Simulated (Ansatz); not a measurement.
Al:
Space group Fm-3m (No. 225); a = 3.9761 Å, b = 3.9761 Å, c = 3.9761 Å, α = 90.00°, β = 90.00°, γ = 90.00°

| atom | site | symmetry | x | y | z |
|---|---|---|---|---|---|
| Al | 4a | m-3m | 0.0000 | 0.0000 | 0.0000 |
(The calculation used a cell of 1 atom; values per cell refer to that cell.)

Relaxed with the program Ansatz at the r²SCAN+D4 level (PAW). Indices refer to the conventional cell of Fm-3m, a = 3.976 Å, b = 3.976 Å, c = 3.976 Å, α = 90.00°, β = 90.00°, γ = 90.00°.

Question: Simulate the powder diffraction pattern (Cu Kα, λ = 1.54184 Å; lines above 1 %) up to 2θ = 90°.

Answer: Simulated powder pattern, Cu Kα, λ = 1.54184 Å (kinematic, ideal powder, no thermal factors, no anomalous dispersion; the 30 strongest lines at most, above 1 %, up to 2θ = 90°):

```csv
2θ (°),d (Å),I/Imax (%),hkl
39.25,2.296,100,(111)
45.63,1.988,48,(200)
66.51,1.406,30,(220)
80.04,1.199,35,(311)
84.39,1.148,10,(222)
```

The r²SCAN+D4 relaxation kept the symmetry of its start. The pairwise dispersion correction was not fitted to metals.

Potentials: the later of the program's two PAW sets.
